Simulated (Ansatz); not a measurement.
Total density of states per atom from LDA (plane waves, PAW; program Ansatz), in 0.25 eV bins, energy from the Fermi level:

```json
[
 {"E (eV)": "-7.85", "states/eV/atom": "0.05"},
 {"E (eV)": "-7.60", "states/eV/atom": "0.11"},
 {"E (eV)": "-7.35", "states/eV/atom": "0.30"},
 {"E (eV)": "-7.10", "states/eV/atom": "0.55"},
 {"E (eV)": "-6.85", "states/eV/atom": "0.70"},
 {"E (eV)": "-6.60", "states/eV/atom": "0.55"},
 {"E (eV)": "-6.35", "states/eV/atom": "0.86"},
 {"E (eV)": "-6.10", "states/eV/atom": "1.17"},
 {"E (eV)": "-5.85", "states/eV/atom": "0.82"},
 {"E (eV)": "-5.60", "states/eV/atom": "1.48"},
 {"E (eV)": "-5.35", "states/eV/atom": "0.67"},
 {"E (eV)": "-5.10", "states/eV/atom": "0.87"},
 {"E (eV)": "-4.85", "states/eV/atom": "0.55"},
 {"E (eV)": "-4.60", "states/eV/atom": "0.73"},
 {"E (eV)": "-4.35", "states/eV/atom": "1.09"},
 {"E (eV)": "-4.10", "states/eV/atom": "0.67"},
 {"E (eV)": "-3.85", "states/eV/atom": "0.40"},
 {"E (eV)": "-3.60", "states/eV/atom": "0.50"},
 {"E (eV)": "-3.35", "states/eV/atom": "0.46"},
 {"E (eV)": "-3.10", "states/eV/atom": "0.62"},
 {"E (eV)": "-2.85", "states/eV/atom": "0.86"},
 {"E (eV)": "-2.60", "states/eV/atom": "2.18"},
 {"E (eV)": "-2.35", "states/eV/atom": "1.52"},
 {"E (eV)": "-2.10", "states/eV/atom": "1.27"},
 {"E (eV)": "-1.85", "states/eV/atom": "0.80"},
 {"E (eV)": "-1.60", "states/eV/atom": "0.88"},
 {"E (eV)": "-1.35", "states/eV/atom": "1.06"},
 {"E (eV)": "-1.10", "states/eV/atom": "1.15"},
 {"E (eV)": "-0.85", "states/eV/atom": "0.63"},
 {"E (eV)": "-0.60", "states/eV/atom": "0.90"},
 {"E (eV)": "-0.35", "states/eV/atom": "0.70"},
 {"E (eV)": "-0.10", "states/eV/atom": "0.62"},
 {"E (eV)": "0.15", "states/eV/atom": "0.51"},
 {"E (eV)": "0.40", "states/eV/atom": "0.02"},
 {"E (eV)": "0.65", "states/eV/atom": "0.00"},
 {"E (eV)": "0.90", "states/eV/atom": "0.00"},
 {"E (eV)": "1.15", "states/eV/atom": "0.00"},
 {"E (eV)": "1.40", "states/eV/atom": "0.20"},
 {"E (eV)": "1.65", "states/eV/atom": "0.37"},
 {"E (eV)": "1.90", "states/eV/atom": "0.48"},
 {"E (eV)": "2.15", "states/eV/atom": "0.54"},
 {"E (eV)": "2.40", "states/eV/atom": "0.72"},
 {"E (eV)": "2.65", "states/eV/atom": "0.92"},
 {"E (eV)": "2.90", "states/eV/atom": "0.76"},
 {"E (eV)": "3.15", "states/eV/atom": "0.43"},
 {"E (eV)": "3.40", "states/eV/atom": "0.13"},
 {"E (eV)": "3.65", "states/eV/atom": "0.05"},
 {"E (eV)": "3.90", "states/eV/atom": "0.07"},
 {"E (eV)": "4.15", "states/eV/atom": "0.09"},
 {"E (eV)": "4.40", "states/eV/atom": "0.13"},
 {"E (eV)": "4.65", "states/eV/atom": "0.17"},
 {"E (eV)": "4.90", "states/eV/atom": "0.23"}
]
```

Q: Which of these materials gives this?
A) CuI, zinc blende
B) CuIr2S4, spinel
C) ZnS, wurtzite
D) VCu3S4, P-43m (V on 1a, Cu on 3d, S on 4e)

A: B, CuIr2S4, spinel. Within 0.5 eV of the Fermi level: S 3p 46 %, Ir 5d 39 %, Cu 3d 11 %. Projections are on Löwdin-orthogonalised atomic valence shells; empty p or d shells of many metals are not among them.

Space group Fd-3m (spinel). The workflow started from an entry of the Crystallography Open Database (COD, 295 K), which files this formula under 2 space groups. Whether it is the stable phase at ambient conditions was not checked. The cell was relaxed with LDA under the symmetry of its start; of distortions, only those at the zone centre were tested. The run is not spin-polarised. Scalar-relativistic: spin–orbit coupling is off unless named, which matters more the heavier the elements.

Potentials: the later of the program's two PAW sets.
